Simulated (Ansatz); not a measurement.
All numbers below come from DFT PBE, scalar-relativistic, plane waves, PAW (Ansatz 0.2.0). All cells share a 420 eV cutoff and Γ-centred k meshes spaced at most about 0.3 Å⁻¹ (about 0.25 or finer for metals, 2π included). No spin polarisation in the final relaxations.

These are static total energies at zero pressure.

Two relaxed structures of PtF2:

1.

```
CELL_PARAMETERS angstrom
3.29645 0.00000 0.00000
0.00000 3.29645 0.00000
0.00000 0.00000 4.08894
ATOMIC_POSITIONS crystal
Pt 0.00000 0.00000 0.00000
F 0.00000 0.00000 0.50000
F 0.50000 0.50000 0.00000
```

2.

```
CELL_PARAMETERS angstrom
4.08893 0.00000 0.00000
0.00000 4.08893 0.00000
0.00000 0.00000 2.79630
ATOMIC_POSITIONS crystal
Pt 0.00000 0.00000 0.00000
F 0.50000 0.00000 0.00000
F 0.00000 0.50000 0.00000
```

**Question.** Which is lower in energy, and by how much?

**Answer.** Cell 2 is lower, by 261 meV/atom. Cell 1 has space group P4/mmm (No. 123), 14.8 Å³/atom and no gap on its mesh; cell 2 has space group P4/mmm (No. 123), 15.6 Å³/atom and no gap. Counting F atoms around Pt (those within 1.25 times the shortest such distance or 1.15 times the sum of covalent radii; a plus sign parts nearer from farther groups), cell 1 has Pt 2+4 and cell 2 has Pt 4. The lower one is the more open, so pressure narrows the difference. Both come from invented guesses.

These runs have no spin–orbit coupling, which can matter for Pt. Cells relaxed within their symmetry can be saddle points.
